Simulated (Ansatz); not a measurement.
Sr2CaWO6 in space group I4/m (No. 87; Pearson symbol tI20), the program Ansatz at the PBEsol level (PAW), all energies at zero smearing, with the estimated change up to a 700 eV cutoff added, with one set of potentials and settings (totals compare only within such a set). Cell of 10 atoms (2 Sr, 1 Ca, 1 W, 6 O): -22413.180 eV.

```
element                            reference phase  E (eV/atom)
-------  -----------------------------------------  -----------
Sr                      Fm-3m, 1 atoms in the cell   -3492.2134
Ca                      Fm-3m, 1 atoms in the cell   -1793.7315
W                       Im-3m, 1 atoms in the cell  -10256.5620
O        C2/m, 4 atoms in the cell, spin-polarised    -558.3554
```

Formation energy per atom, worked out: (-22413.180 − 2×(-3492.2134) − 1×(-1793.7315) − 1×(-10256.5620) − 6×(-558.3554))/10 = -2.833 eV/atom (-273 kJ per mol of atoms), at 0 K, without zero-point energy or fitted corrections.

The first step of the workflow began from a Materials Project structure, measured or hypothetical; the Crystallography Open Database copy checked does not list it. COD files the formula under space group No. 14, so this cell is another polymorph or a model. Its standing as an ambient phase is unchecked. The cell was relaxed with PBEsol under the symmetry of its start; whether a distortion lowers the energy is not shown. No spin polarisation was allowed. No Hubbard U is applied. The references are the lowest solids computed at this level, not always the standard phases (solids in place of the gases). Spin–orbit coupling is left out wherever it is not named.

Potentials: the later of the program's two PAW sets.
